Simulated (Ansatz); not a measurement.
# Electric field gradients in LiTiH6O2F6

The cell is a Materials Project structure (computed, not necessarily an observed phase), atoms as given.

Space group C2 (No. 5); a = 10.1351, b = 6.0378, c = 5.6472 Å, β = 90.67°.

| site | Wyckoff | site symmetry | x | y | z |
| --- | --- | --- | --- | --- | --- |
| Li | 2b | 2 | 0.5000 | 0.5386 | 0.5000 |
| Ti | 2a | 2 | 0.5000 | 0.5110 | 0.0000 |
| H3 | 4c | 1 | 0.2464 | 0.0871 | 0.2735 |
| H4 | 4c | 1 | 0.3435 | 0.8514 | 0.2747 |
| H5 | 4c | 1 | 0.5846 | 0.1101 | 0.7295 |
| O | 4c | 1 | 0.3357 | 0.0163 | 0.3180 |
| F11 | 4c | 1 | 0.5241 | 0.2642 | 0.2254 |
| F12 | 4c | 1 | 0.6137 | 0.6744 | 0.2347 |
| F13 | 4c | 1 | 0.1329 | 0.1145 | 0.7615 |

One atom of each set is listed; the run and its k-mesh use a cell of 16 atoms with edges of 5.90, 5.90, 5.65 Å.

Computed with Ansatz: DFT, r2SCAN, plane waves and PAW, scalar-relativistic, collinear spin, 500 eV cutoff, Γ-centred 5×5×4 k-points, Fermi–Dirac smearing 0.02 eV. Start moments as typed (μB): 1 on each Ti, none on the rest.

V_zz is the principal component of the electric field gradient with the largest magnitude, η = (V_xx − V_yy)/V_zz and C_Q = eQV_zz/h. ν_Q = 3|C_Q|/[2I(2I − 1)].

Li-7: I = 3/2, Q = -40.10 mb; Ti-47: I = 5/2, Q = 302.0 mb; 2H: I = 1, Q = 2.858 mb; ¹⁷O: I = 5/2, Q = -25.58 mb. Q values from Pyykkö, Mol. Phys. 116, 1328 (2018).

Q: Which values are expected at the nuclei?

A: 

```tsv
site	atoms	first shell	C_Q (MHz)	η	ν_Q (MHz)
Li	1	6 F at 2.04–2.28 Å	-0.078	0.71	0.039
Ti	1	6 F at 1.97–2.02 Å	81.1	0.91	12.2
H3	2	1 O at 1.03 Å; also 1 F at 1.46 Å	0.132	0.22	0.198
H4	2	1 O at 1.03 Å; also 1 F at 1.46 Å	0.134	0.22	0.200
H5	2	1 O at 1.02 Å; also 1 F at 1.47 Å	0.140	0.21	0.210
O	2	3 H at 1.02–1.03 Å	9.13	0.01	1.37
```

At H3, H4 and H5 V_zz points along its bond to O (within 1°) in each case. At O V_zz stands upright on the plane through its three neighbours (within 1°).

F has no stable isotope with a ground-state quadrupole moment in the table, so these sites are left out.

The largest force is 0.4 eV/Å, so the atoms aren't at the calculated equilibrium and relaxing them would move these values. The program didn't check the stability of this electronic state in full, so a lower one may lie near. With these PAW files V_zz is typically within 2 to 3 % of all-electron values, but misses above 10 % occur on Li. With a gap of 0.9 eV on this mesh, small gradients can still move by 0.1 × 10²¹ V/m² or more as the k-mesh gets denser. All moments are parallel here, as the start or the cell imposes; many such compounds order antiparallel, where fields and spin densities carried over to other atoms largely cancel. The magnetic order is the one that the run reached from its start moments, not necessarily the measured one.

The run took 4.6 min of wall time (4.6 min of CPU time) and 1.1 GiB at its peak, on 1 thread of Arm Neoverse V2 (aarch64; 8 cores open to the job, memory cap 3.0 GiB, no GPU), a shared host with a load of 0.5 a core.
